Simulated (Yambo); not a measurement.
Yambo run on Ba₂H₃I (space group P-3m1, No. 164). The wavefunctions are norm-conserving PBEsol (Quantum ESPRESSO, 72 Ry, no spin-orbit coupling) ones on a 3×3×2 mesh (15 occupied bands); a = 4.536 Å, b = 4.536 Å, c = 8.120 Å, α = 90.00°, β = 90.00°, γ = 120.00°.

Yambo input:

```
rim_cut
gw0
dyson
el_el_corr
HF_and_locXC
cohsex
em1s
RandQpts= 1000000
RandGvec= 1 Ry
EXXRLvcs= 72 Ry
VXCRLvcs= 288 Ry
Chimod= "HARTREE"
% BndsRnXs
 1 | 256 |
%
NGsBlkXs= 8 Ry
% LongDrXs
 1.0 | 1.0 | 1.0 |
%
ExtendOut
% QPkrange
 2 | 2 | 15 | 16 |
 4 | 4 | 16 | 16 |
%
```

k points by index: 2 = A, 4 = (0, 0.333, -0.5).

Table of the .qp output:

```
#    K-point    Band    Eo [eV]    E [eV]    E-Eo [eV]    Vxc [eV]    Vnlxc [eV]    Sc|Eo [eV]    Re(Z)    Im(Z)
#
    2    15    0.000000    -3.089656    -3.089656    -10.66796    -13.32176    -0.435853    1.000000    0.000000
    2    16    2.494551    1.783486    -0.711066    -9.030598    -4.665806    -5.075858    1.000000    0.000000
    4    16    2.399644    1.753780    -0.645864    -8.362495    -4.167366    -4.840993    1.000000    0.000000
```
(The two width columns are left out.) Convergence of these settings isn't established.

Geometry of the Materials Project entry, not relaxed at this level.

The structure is a Materials Project entry; no match was found in the copy of COD used, and its stability was not checked.
